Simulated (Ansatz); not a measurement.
Ge:
```
Ge
1.0
    5.92932     0.00000     0.00000
    0.00000     5.92932     0.00000
    0.00000     0.00000     6.95508
Ge
12
Direct
  0.08856   0.08856   0.00000
  0.41144   0.58856   0.75000
  0.91144   0.91144   0.50000
  0.58856   0.41144   0.25000
  0.17208   0.36940   0.25746
  0.13060   0.67208   0.00746
  0.82792   0.63060   0.75746
  0.86940   0.32792   0.50746
  0.67208   0.13060   0.99254
  0.63060   0.82792   0.24254
  0.32792   0.86940   0.49254
  0.36940   0.17208   0.74254
```

Plane-wave PAW PBEsol (Ansatz code) gives a gap of 0.40 eV without spin–orbit coupling, maximum off the standard path, at k = (0.331, 0.331, -0.073) in fractions of the reciprocal vectors, minimum on the M–Γ line, 31 % of the way from M.

Task: What happens when spin–orbit coupling is switched on?

Result: The gap decreases by 0.01 eV, to 0.39 eV; maximum on the M–Γ line, 32 % of the way from M, minimum on the M–Γ line, 31 % of the way from M.

Space group P4_32_12. The workflow started from a Materials Project entry (that database holds measured and hypothetical structures alike); the Crystallography Open Database files this formula in space group No. 96, but the cells were not matched. It is not the phase usual at ambient conditions (space group No. 227). The cell was relaxed with PBEsol under the symmetry of its start; its stability against distortions is not shown here.

Potentials: the earlier of the program's two PAW sets. The files were generated under PBE; for other functionals the program regenerates the frozen cores, and for LDA and PBEsol the local potential too.
